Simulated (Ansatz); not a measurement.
# Two inputs for PbSe with Cu replacing Pb

Cell: a supercell of PbSe (rock salt type, Fm-3m) built from a structure deposited in the COD, with all atoms left at the host's positions.

Space group Fm-3m (No. 225); a = 18.3639 Å.

```csv
site,Wyckoff,site symmetry,x,y,z
Cu,4a,m-3m,0.0000,0.0000,0.0000
Pb2,48h,m.m2,0.1667,0.1667,0.0000
Pb5,32f,.3m,0.3333,0.1667,0.1667
Pb15,24e,4m.m,0.5000,0.5000,0.3333
Se28,32f,.3m,0.1667,0.1667,0.1667
Se30,24e,4m.m,0.5000,0.5000,0.1667
Se32,48i,m.m2,0.5000,0.3333,0.3333
Se41,4b,m-3m,0.5000,0.5000,0.5000
```

One atom of each set is listed; the run and its k-mesh use a cell of 54 atoms with edges of 12.99, 12.99, 12.99 Å.

Reference run. Level of theory: DFT, PBE, plane waves and PAW, scalar-relativistic, 420 eV cutoff, Γ-centred 2×2×2 k-points, Fermi–Dirac smearing 0.01 eV, cell charge -1 (Ansatz 0.2.0).

(1) The input is changed as follows: `scf.occupations.method`: fermi_dirac → cold; `kpoints.mp_grid.grid`: [2, 2, 2] → [1, 1, 1]. What happens to V_zz (10²¹ V/m²) and η?

Results:

(1) 

| site | V_zz reference | η reference | V_zz changed | η changed |
| --- | --- | --- | --- | --- |
| Cu | 0.00 | – | 0.00 | – |
| Pb2 | 2.12 | 0.78 | 3.00 | 0.06 |
| Pb5 | 0.057 | 0.00 | 0.24 | 0.00 |
| Pb15 | -4.05 | 0.00 | 0.72 | 0.00 |
| Se28 | -0.12 | 0.00 | -0.45 | 0.00 |
| Se30 | -1.58 | 0.00 | -6.31 | 0.00 |
| Se32 | 0.78 | 0.12 | 1.05 | 0.94 |

The largest change of V_zz is on Pb15, from -4.05 to 0.72. Where |V_zz| stays above 0.1, η moves most on Se32, from 0.12 to 0.94. V_zz changes sign on Pb15 (same axis). Other sites without a gradient aren't listed. SCF iterations: 9 and 9. In the changed run the k-mesh is coarser than the standard one, so its values aren't converged ones.

On the reference run: The defect repeats with the cell of 54 atoms, so it feels its images: sites between two images don't show the values beside a lone defect, and zeros or small values of η there can come from the images' arrangement. A uniform background compensates the cell's charge. Spin–orbit coupling is left out, which shifts gradients on Pb by a few per cent in wide-gap crystals, and can shift them far more where the calculated gap is small or absent, as here. With a gap of 0.4 eV on this mesh, small gradients can still move by 0.1 × 10²¹ V/m² or more as the k-mesh gets denser. The neighbours have not yet relaxed around the defect (largest force 0.43 eV/Å), so a real crystal will differ.
